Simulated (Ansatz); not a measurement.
BW2 in space group P4/nmm (No. 129; W on 2a, W on 2c, B on 2c) at seven volumes, the program Ansatz at the r²SCAN level (PAW), shape and atoms relaxed at each. One row is withheld.

| V (Å³/atom) | P (GPa) |
|---|---|
| 11.671 | 35.13 |
| 12.056 | 21.61 |
| 12.441 | 10.00 |
| 12.825 | 0.00 |
| 13.210 | ? |
| 13.595 | -15.88 |
| 13.980 | -22.14 |

Fit the shown pressures and predict the withheld one.

Third-order Birch–Murnaghan: P = (3/2)B₀(x^(7/2) − x^(5/2))[1 + (3/4)(B′ − 4)(x − 1)] with x = (V₀/V)^(2/3). Least squares on the six rows gives V₀ = 12.827 Å³/atom, B₀ = 306.9 GPa, B′ = 4.09. At V = 13.210, x = 0.9806 and P = -8.50 GPa. The run itself gave -8.56 GPa.

A made-up cell: these elements were put on the sites of a structure type; neither database checked (COD, Materials Project) lists it. COD files the formula under space group No. 140. Its standing as an ambient phase is unchecked. The cell was relaxed with r²SCAN under the symmetry of its start; whether a distortion lowers the energy is not shown. The run is not spin-polarised. Spin–orbit coupling is left out wherever it is not named.

Potentials: the earlier of the program's two PAW sets.
